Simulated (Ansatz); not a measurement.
# Stationary points along a deformation path in Si

The calculation used DFT r2SCAN, scalar-relativistic, plane waves, PAW in Ansatz. Settings: plane waves to 500 eV, k-mesh 22×22×22 (Γ-centred), Gaussian smearing 0.15 eV. No spin polarisation. Energies are free energies at this smearing, counted from the undisturbed cell; pressure is positive in compression.

The undisturbed cell (as given, not relaxed at this level; it stands at 2.5 GPa; this form isn't the usual structure):

```xyz
2
Lattice="-2.3714 2.3714 1.3293 2.3714 -2.3714 1.3293 2.3714 2.3714 -1.3293" Properties=species:S:1:pos:R:3 pbc="T T T"
Si    2.3714    0.0000    0.6646
Si    0.0000    0.0000    1.3293
```

At fixed volume and fractional coordinates, lengths along (0.000, 0.000, 1.000) are scaled against those across it; ρ is that ratio over its starting value. V = 14.950 Å³/atom. Δσ is the stress along the axis less the mean stress across it (compression positive).

```
    ρ  ΔE (meV/atom)  Δσ (GPa) space group
0.800          207.0     37.63     I4_1/amd
0.850           89.9     24.06     I4_1/amd
0.920           14.7      8.75     I4_1/amd
0.960            0.3      1.99     I4_1/amd
1.000            0.0     -1.34     I4_1/amd
1.050           11.1     -6.30     I4_1/amd
1.100           33.8     -9.23     I4_1/amd
1.200          102.7    -14.76     I4_1/amd
1.300          179.7    -15.20     I4_1/amd
```

**Question.** How does the stress give the slope of the energy, and where is the energy stationary?

**Answer.** Along the path d ln(length) is 2/3 d ln ρ on the axis and −1/3 d ln ρ across it, so dE/d ln ρ = −(2/3) V Δσ: the energy falls with ρ where Δσ is positive. Δσ vanishes or changes sign between ρ = 0.960 and 1.000, a minimum (near 0.98 by linear interpolation). Pairs of stationary points between two samples would go unseen, and could change a minimum read from distant neighbours into a maximum.

**Question.** Integrate that slope from ρ = 1 to 1.200 by the trapezoid rule.

**Answer.** With V/N in Å³ and 1 eV/Å³ = 160.2 GPa the slopes at ρ = 1.000, 1.050, 1.100, 1.200 are 83, 392, 574, 918 meV/atom per unit of ln ρ. The steps add 11.6 + 22.5 + 64.9 = 99.0 meV/atom, against 102.7 from the energies; the trapezoid rule misses the curvature of the slope within each step.

In a metal these slopes depend on the k mesh and the smearing.

Cost: 9 runs of about 4.3 core-minutes in all, on Intel Xeon Platinum 8259CL (Skylake/Cascade Lake) (shared hosts).